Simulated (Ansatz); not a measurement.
**Na2CO3: ²³Na nuclear quadrupole resonance**

Cell: a Materials Project structure (computed, not necessarily an observed phase), taken as it stands.

```
Na C O
1.0
     4.39238   -2.63220    0.00000
     4.39238    2.63220    0.00000
    -1.35210    0.00000    5.76532
Na C O
4 2 6
Direct
  0.66907 0.66907 0.74079
  0.33093 0.33093 0.25921
  0.00000 0.00000 0.00000
  0.00000 0.00000 0.50000
  0.33597 0.33597 0.75072
  0.66403 0.66403 0.24928
  0.21181 0.21181 0.83263
  0.38969 0.81339 0.29179
  0.18661 0.61031 0.70821
  0.81339 0.38969 0.29179
  0.61031 0.18661 0.70821
  0.78819 0.78819 0.16737
```

Atoms are numbered from 1 in the order listed; like atoms form one site, named after its first atom.

All values are calculated (Ansatz; DFT, PBE, plane waves and PAW (field gradients read without the response of the frozen cores, which leaves them typically 4 to 6 % off), scalar-relativistic, 420 eV cutoff, Γ-centred 5×5×4 k-points, Fermi–Dirac smearing 0.02 eV), not measured.

²³Na: I = 3/2, Q = 104.0 mb (year-2017 value). Static lattice, zero field.

(1) Predict the zero-field ²³Na lines of each site.

Answers

(1) For I = 3/2 there is one line, ν = (|C_Q|/2)(1 + η²/3)^½.

```json
{"site": "Na1", "atoms": "1, 2", "V_zz (10²¹ V/m²)": "0.66", "C_Q (MHz)": "1.65", "η": "0.32", "line frequencies (MHz)": "0.840"}
{"site": "Na3", "atoms": "3", "V_zz (10²¹ V/m²)": "-0.39", "C_Q (MHz)": "-0.969", "η": "0.88", "line frequencies (MHz)": "0.544"}
{"site": "Na4", "atoms": "4", "V_zz (10²¹ V/m²)": "0.67", "C_Q (MHz)": "1.68", "η": "0.16", "line frequencies (MHz)": "0.842"}
```

Hardware: 1 thread of Intel Xeon Platinum 8259CL CPU @ 2.50GHz (Skylake/Cascade Lake) (x86_64; 16 cores open to the job, memory cap 3.0 GiB, no GPU), a shared host with a load of 0.6 a core. Wall time 13 s, CPU time 13 s, peak memory 0.54 GiB.
